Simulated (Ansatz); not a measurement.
**WC: strain and displacement**

```
CELL_PARAMETERS angstrom
2.90050 0.00000 0.00000
-1.45025 2.51191 0.00000
0.00000 0.00000 2.82900
ATOMIC_POSITIONS crystal
W 0.00000 0.00000 0.00000
C 0.66667 0.33333 0.50000
```

Atoms are numbered in the order listed.

The structure is an experimental refinement, used without relaxation.

No spin–orbit coupling, which matters for the heavy atoms here.

The calculation used DFT, PBEsol, PAW with Ansatz's default frozen-core files, scalar-relativistic in Ansatz 0.2.0.

Sampling and basis: a Γ-centred 13×13×12 k mesh, Fermi–Dirac smearing of 0.05 eV, cutoff 420 eV, no spin polarisation; the PAW files were made with PBE, and the program remakes their frozen cores for this functional.

The unchanged cell is at -0.82 GPa.

In a metal, stresses and small energies carry noise from the k mesh.

x, y and z are the Cartesian axes of the cell as listed; fractional coordinates follow a strain, and an engineering shear is twice the off-diagonal strain component.

Question: One change gave: energy change +11.1 meV/atom; stress change (xx, yy, zz, yz, xz, xy) 0.42, 0.50, 0.53, -6.24, -6.25, -4.83 GPa, compression positive; change of the force on W1 (0.088, 0.002, -0.025) eV/Å. Which change was it?
A. equal xy, yz and zx engineering shear strains of +2 %
B. equal xy, yz and zx engineering shear strains of -3 %
C. equal xy, yz and zx engineering shear strains of -1 %

Answer: A. For equal xy, yz and zx engineering shear strains of -3 %: energy change +26.6 meV/atom; stress change (xx, yy, zz, yz, xz, xy) 0.98, 1.18, 1.20, 9.90, 9.92, 7.91 GPa, compression positive; change of the force on W1 (-0.220, 0.000, -0.057) eV/Å. For equal xy, yz and zx engineering shear strains of -1 %: energy change +2.9 meV/atom; stress change (xx, yy, zz, yz, xz, xy) 0.11, 0.12, 0.14, 3.24, 3.24, 2.48 GPa, compression positive; change of the force on W1 (-0.063, 0.001, -0.006) eV/Å.
